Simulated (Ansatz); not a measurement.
Ansatz (an electronic-structure program) input:

Ansatz 0.2 input:
```yaml
crystal:
  lattice:
    - [3.0130839065, 0.0, 0.0]
    - [0.0, 3.8859808755, 0.0]
    - [0.0, 0.0, 5.6326729414]
  atoms:
    - { symbol: Ti, position: [0.5, 0.0, 0.8569901348] }
    - { symbol: Ti, position: [0.0, 0.5, 0.1430098652] }
    - { symbol: N, position: [0.5, 0.5, 0.9167569858] }
    - { symbol: N, position: [0.0, 0.0, 0.0832430142] }
    - { symbol: F, position: [0.0, 0.0, 0.624054525] }
    - { symbol: F, position: [0.5, 0.5, 0.375945475] }
kpoints:
  mp_grid: { grid: [9, 7, 5] }
hamiltonian:
  xc: lda
  pseudopotentials: { kind: paw }
scf:
  occupations: { method: fixed }
phonons:
  method: dfpt
  response_accuracy: low
  eigenvectors: true
  rigid_motions: translations
  dielectric: true
  raman: true
```

Output (shortened):

```
zone centre: on kpoints.mp_grid the ground state, and the responses unless they are solved on pairs of k-points, stand on 158 of the mesh's 315 k-points, …
Pseudopotentials: kind: paw
Pseudopotential: Ti, paw, valence charge 12
Pseudopotential: N, paw, valence charge 5
Pseudopotential: F, paw, valence charge 7
Functional definition: SPW92
Crystal: 6 atoms, lattice volume = 65.952 Å³
Basis set: ecut = 420 eV, 1281 PW (Γ), exchange–correlation on 48×60×80 points (8 copies of the dense FFT grid, shifted against one another)
Bands: 30, of which v1, the nominal top of the filled ones, is band 24 counted from 1 (23 counted from 0)
Symmetry: 8 space group operations
k-points: 158 of 315 (irreducible under 1 space group operation, time reversal used)
PAW frozen core: Ti, regenerated for the run's functional, and the local potential with it
PAW frozen core: N, regenerated for the run's functional, and the local potential with it
PAW frozen core: F, regenerated for the run's functional, and the local potential with it
Initial wavefunctions: pseudopotential atomic-orbital guess
Eigensolver: davidson
Functional: x = slater, c = lda
all-band conjugate gradients solve this SCF's bands
SCF 1 converged in 9 iterations: F = -7244.168041 eV  dr2 = 7.49e-11
── the response to a field inside a basis, on 22×16×8 k-points: an SCF that follows is theirs, and a resumed run solves both again ──
Crystal: 6 atoms, lattice volume = 65.952 Å³
Bands: 25, of which v1, the nominal top of the filled ones, is band 24 counted from 1 (23 counted from 0)
k-points: 352
Initial density: handed on by an earlier stage of this run
Initial wavefunctions: pseudopotential atomic-orbital guess (no wavefunctions were taken with the density)
Eigensolver: Dense (352 Hₖ)
all-band conjugate gradients don't solve this SCF's bands (scf.eigensolver.kind)
SCF 1 converged in 8 iterations: F = -7244.157185 eV  dr2 = 3.23e-12
WARN: field response: the Raman tensors and χ⁽²⁾ stand inside a basis, whose 22×16×8 points do not settle the susceptibility there …
WARN: field response: inside a basis, on 22×16×8 points, no mesh in reach settles it …
WARN: field response: ε∞ stands inside a basis, on 22×16×8 points …
SCF converged after 9 iterations
Free energy (F): -7244.168041 eV
Harris-Foulkes:  -7244.168041 eV  (|F-HF|=5.46e-12)
Internal energy: -7244.168041 eV  (E = F + TS)
E sigma→0 (E₀):  -7244.168041 eV
Fermi energy:    9.132839 eV
--- Per-component energies (eV) ---
  E_band       = -446.577147
  E_kinetic    = 1219.958880
  E_local      = -3685.991462  (includes V_loc(G=0)·N_el)
  E_nonlocal   = 261.159385
  E_hartree    = 1435.115691
  E_xc         = -470.986819
  E_vxc        = -600.793950  (∫ρ·V_xc dr)
  E_paw        = -2605.060208  (= ΣΔE_a)
  E_vpaw       = -511.146008  (= ΣTr[D̂ρ^β])
  E_aug_tail   = 0.004588  (compensation charges beyond the density's cutoff)
  E_ewald      = -3399.406587
  E_core_change = 1.038492  (= ΣΔE_core)
  E_smearing   =  0.000000  (= −TS)
  E_closure    =  0.000000  (closes the sum)
  Σ components = -7244.168041   (vs F -7244.168041, Δ=0.00e0)
--- Band table (eV; the first three rows and the last of 158) ---
  k-point 0: bands = ["-47.8963", "-47.8043", "-24.6661", "-24.5416", "-24.4593", "-24.3930", "-24.2438", "-24.2365", "-14.3866", "-13.9983", "-5.5324", "-4.1935", "2.6164", "2.7384", "3.0689", "3.4941", "3.6478", "4.3244", "4.6406", "5.9952", "6.5474", …
  k-point 1: bands = ["-47.8962", "-47.8044", "-24.6642", "-24.5414", "-24.4614", "-24.3929", "-24.2438", "-24.2366", "-14.3737", "-14.0091", "-5.5464", "-4.2049", "2.5853", "3.0382", "3.0865", "3.4562", "3.6341", "4.3155", "4.6668", "6.0345", "6.3203", …
  k-point 2: bands = ["-47.8962", "-47.8044", "-24.6612", "-24.5412", "-24.4650", "-24.3928", "-24.2440", "-24.2368", "-14.3511", "-14.0285", "-5.5687", "-4.2233", "2.6640", "3.1237", "3.3864", "3.4772", "3.6117", "4.3037", "4.7050", "5.9114", "6.0332", …
  k-point 157: bands = ["-47.8225", "-47.8080", "-24.8028", "-24.7815", "-24.4338", "-24.4276", "-24.3476", "-24.3264", "-14.0921", "-14.0367", "-4.5602", "-4.3175", "2.6876", "2.7481", "3.5003", "3.6410", "3.9622", "4.0146", "5.0010", "5.2837", "5.5244", …
  band table: 30 of 30 bands, residual norms ≤ 1.0e-3 eV
--- Phonons (Γ-DFPT): 9 representative perturbations + reference, on 158 of 315 k-points (Σ response iterations 29) ---
  k mesh reduced under 1 symmetry operation, with k and −k counted as one. Each operation leaves every solved perturbation unchanged …
  ASR residual: 2.198e-4 → 0.000e0 eV/Å²; symmetrization residual: 7.257e-5 eV/Å²
  ASR residual per site (eV/Å²): 1.64e-4 1.64e-4 9.08e-5 9.08e-5 2.20e-4 2.20e-4
  Γ frequencies (cm⁻¹): 0.00 0.00 0.00 62.92 161.51 171.62 200.70 213.06 255.03 282.18 339.74 433.28 448.10 492.39 558.56 594.89 634.31 665.75
  ε∞ (high-frequency dielectric tensor):
       11.394276     0.000000     0.000000
        0.000000    13.555868     0.000000
        0.000000     0.000000     3.448921
  ε⁰ (static dielectric tensor: ions relaxed, cell fixed):
     1227.803577     0.000000     0.000000
        0.000000    53.556276     0.000000
        0.000000     0.000000     5.477149
  ε⁰ − ε∞ (ionic part):
     1216.409301     0.000000     0.000000
        0.000000    40.000408     0.000000
        0.000000     0.000000     2.028228
  softest optical mode at Γ: 62.92 cm⁻¹; the repairs (sum rule, projections) moved no ω² at Γ by more than (5.34 cm⁻¹)²
  Born effective charges Z* (e; rows j = field, columns β = displacement):
    site 0:
         7.50047    0.00000    0.00000
         0.00000    6.86814    0.00000
         0.00000    0.00000    2.51865
    site 1:
         7.50047    0.00000    0.00000
         0.00000    6.86814    0.00000
         0.00000    0.00000    2.51865
    site 2:
        -5.20220    0.00000    0.00000
         0.00000   -6.07116    0.00000
         0.00000    0.00000   -1.04227
    site 3:
        -5.20220    0.00000    0.00000
         0.00000   -6.07116    0.00000
         0.00000    0.00000   -1.04227
    site 4:
        -2.29827    0.00000    0.00000
         0.00000   -0.79698    0.00000
         0.00000    0.00000   -1.47638
    site 5:
        -2.29827    0.00000    0.00000
         0.00000   -0.79698    0.00000
         0.00000    0.00000   -1.47638
  Z* charge neutrality: 5.832e-3 e pre-enforcement
  solved inside a basis spanned on kpoints, on 22×16×8 k-points transformed towards the longest dipole, which do not settle them …
  Raman tensors (in the event stream and the table raman_tensors.tsv) …
  optical modes at Γ without the LO–TO term, one row a degenerate level:
      ω (cm⁻¹)  modes    IR ((D/Å)²/amu)  static Raman (Å⁴/amu)  depolarisation
         62.92      1           148.6466                 0.0000               —
        161.51      1            10.2905                 0.0000               —
        171.62      1             0.0000                 6.3207           0.750
        200.70      1             0.0000                 0.3658           0.750
        213.06      1             0.0000                34.2520           0.750
        255.03      1             0.0000               312.7031           0.279
        282.18      1             0.0000                 7.5968           0.750
        339.74      1             7.5612                 0.0000               —
        433.28      1           158.1430                 0.0000               —
        448.10      1            10.2083                 0.0000               —
        492.39      1             0.0000              5306.3628           0.733
        558.56      1             0.0000              3682.8924           0.595
        594.89      1             0.0000                 6.4773           0.750
        634.31      1             4.7791                 0.0000               —
        665.75      1             0.0000                38.4975           0.750
  optical modes at Γ + LO–TO along q̂ = [1.0000, 0.0000, 0.0000]:
      ω (cm⁻¹)  modes    IR ((D/Å)²/amu)  static Raman (Å⁴/amu)  depolarisation
        161.51      1            10.2905                 0.0000               —
        171.62      1             0.0000                 6.3207           0.750
        200.70      1             0.0000                 0.3658           0.750
        213.06      1             0.0000                34.2520           0.750
        255.03      1             0.0000               312.7031           0.279
        282.18      1             0.0000                 7.5968           0.750
        329.19      1             0.7503                 0.0000               —
        433.28      1           158.1430                 0.0000               —
        448.10      1            10.2083                 0.0000               —
        492.39      1             0.0000              5306.3628           0.733
        558.56      1             0.0000              3682.8924           0.595
        594.89      1             0.0000                 6.4773           0.750
        634.31      1             4.7791                 0.0000               —
        665.75      1             0.0000                38.4975           0.750
        674.07      1           155.4575                 0.0000               —
  optical modes at Γ + LO–TO along q̂ = [0.0000, 1.0000, 0.0000]:
      ω (cm⁻¹)  modes    IR ((D/Å)²/amu)  static Raman (Å⁴/amu)  depolarisation
         62.92      1           148.6466                 0.0000               —
        171.62      1             0.0000                 6.3207           0.750
        182.26      1             0.8412                 0.0000               —
        200.70      1             0.0000                 0.3658           0.750
        213.06      1             0.0000                34.2520           0.750
        255.03      1             0.0000               312.7031           0.279
        282.18      1             0.0000                 7.5968           0.750
        339.74      1             7.5612                 0.0000               —
        448.10      1            10.2083                 0.0000               —
        492.39      1             0.0000              5306.3628           0.733
        558.56      1             0.0000              3682.8924           0.595
        594.89      1             0.0000                 6.4773           0.750
        634.31      1             4.7791                 0.0000               —
        665.75      1             0.0000                38.4975           0.750
        763.17      1           167.5923                 0.0000               —
  optical modes at Γ + LO–TO along q̂ = [0.0000, 0.0000, 1.0000]:
      ω (cm⁻¹)  modes    IR ((D/Å)²/amu)  static Raman (Å⁴/amu)  depolarisation
         62.92      1           148.6466                 0.0000               —
        161.51      1            10.2905                 0.0000               —
        171.62      1             0.0000                 6.3207           0.750
        200.70      1             0.0000                 0.3658           0.750
        213.06      1             0.0000                34.2520           0.750
        255.03      1             0.0000               312.7031           0.279
        282.18      1             0.0000                 7.5968           0.750
        339.74      1             7.5612                 0.0000               —
        433.28      1           158.1430                 0.0000               —
        492.39      1             0.0000              5306.3628           0.733
        521.56      1             4.9591                 0.0000               —
        558.56      1             0.0000              3682.8924           0.595
        594.89      1             0.0000                 6.4773           0.750
        665.75      1             0.0000                38.4975           0.750
        686.77      1            10.0283                 0.0000               —
```

Cost: very roughly 80 core-minutes on shared cores.

Space group Pmmn. The workflow started from a Materials Project entry (that database holds measured and hypothetical structures alike); the Crystallography Open Database copy checked does not list it. Whether it is the stable phase at ambient conditions was not checked. The cell was relaxed with LDA under the symmetry of its start; whether a distortion lowers the energy is not shown. No spin polarisation was allowed. A crystal of weakly bound layers computed without a dispersion correction: the cell and the soft elastic constants depend strongly on that.

Potentials: the later of the program's two PAW sets.

Ansatz is a plane-wave DFT program.
